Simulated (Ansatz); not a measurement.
## CeF2 in the CdI2-type structure

Level of theory: DFT, PBE, scalar-relativistic, collinear spin; plane waves to 420 eV with PAW datasets (Ansatz 0.2.0), 10×10×6 k-mesh, Gaussian smearing of 0.05 eV. The datasets are Ansatz's generated set soft_2.

```
Ce F
1.0
     3.63280    0.00000    0.00000
    -1.81640    3.14610    0.00000
     0.00000    0.00000    5.56304
Ce F
1 2
Direct
  0.00000 0.00000 0.00000
  0.33333 0.66667 0.23545
  0.66667 0.33333 0.76455
```

The structure was built from a prototype; whether the compound forms in it isn't claimed.

Magnetic state: ferromagnetic, site spin moments Ce -1.32 μB.

The cell is relaxed to zero pressure at this level.

Path: Γ–M–K–Γ–A–L–H–A | L–M | H–K, with Γ = (0.000, 0.000, 0.000), M = (0.500, 0.000, 0.000), K = (0.333, 0.333, 0.000), A = (0.000, 0.000, 0.500), L = (0.500, 0.000, 0.500), H = (0.333, 0.333, 0.500) in reciprocal vectors of the calculation's cell.

Bands as a text map, energy in eV from the Fermi level (dashes), each leg drawn with the same width, + spin up, o spin down, # both:
```
  4.86 |++ oo      +++ +  o ++#+++++++ooo     o  + ++ oo++    oo           
  4.57 | #o  ++##ooo ++++  o#  o  ooooo   +++  oo +o + ooo++++++###++++++++
  4.29 |o ++++o    +#ooo++++ oooo#      +#   +  +#o o              oooooooo
  4.00 | oo  o o ++ oo oo   o                  + o + o+     ooooooo        
  3.71 |   o# #+#++o    oo#o     o      + o##++ o  o++    ##    +++        
  3.43 |     #   oo               +    +o#+  oo#   ++ +     ++++           
  3.14 |   +  oooo +       +      o    ++ ooo#+++++ o#o+  ooooooooo++      
  2.86 |  + #     o +  ++ o        +  +#oo+++ o    o o++  +++++      ++    
  2.57 |   + o       +   +  +      o+++ #+ oooooo##++ o#++oooo +++ ### ++  
  2.29 |+++o ++++++#++++o  o++++++++##o# oo    o +   + oo#    oo  +   ##+++
  2.00 |  o # oooooo#oo#+#++       +oo# o       #  ++++##o      ooo     ooo
  1.71 |+++++#++++++ o    ++#++++++#++++++++++++ o oo   +++++++++++        
  1.43 |#####+++++++++#####+##########+#++++++++++#++#++##+++++++++########
  1.14 |+++#+++++++++#+#++##++++##++++#++++++++++#+#++###++++++++++++++++++
  0.86 |###oo#+++++##+++###o###########oo++++++##+++##oo##+++++++++++++++++
  0.57 |o###ooooooo##oo######oo#ooooooo##ooooo###ooo####ooooooooooooooooooo
  0.29 |#ooo###o###oooooooooo##oooooooooo#####oooooooooooo#######oooooooooo
  0.00 |--ooooo#oooooooooooo----oo----oooooooooooooooooo--ooooooo##oooooooo
 -0.29 |ooo      ooooooo    ooooooooooo      ooooooo   ooo         oooooooo
 -0.57 |   oo     ooo  ooooo           ooo   oooo  oooo                    
 -0.86 |     ooooo                        ooo             ooooooooo        
 -1.14 |                                                                   
 -1.43 |                                                                   
 -1.71 |                                                                   
 -2.00 |                                                                   
 -2.29 |                                                                   
 -2.57 |                                                                   
 -2.86 |                                                                   
        Γ      M      K      Γ      A      L      H      AL       MH      K
```

Task: By these bands, is it a metal or an insulator, and if it has a gap, where are the band edges on this path?

Result: A metal: bands cross the Fermi level.

Semilocal functionals without a Hubbard U often give a metal, as here, for f-electron compounds that are insulators. For elements this heavy, spin–orbit coupling would shift levels and gaps; it isn't included here. Site moments are of spin, integrated over atomic spheres.

The state of the open shells isn't shown to be the lowest, and forces and pressures are less sure for it.
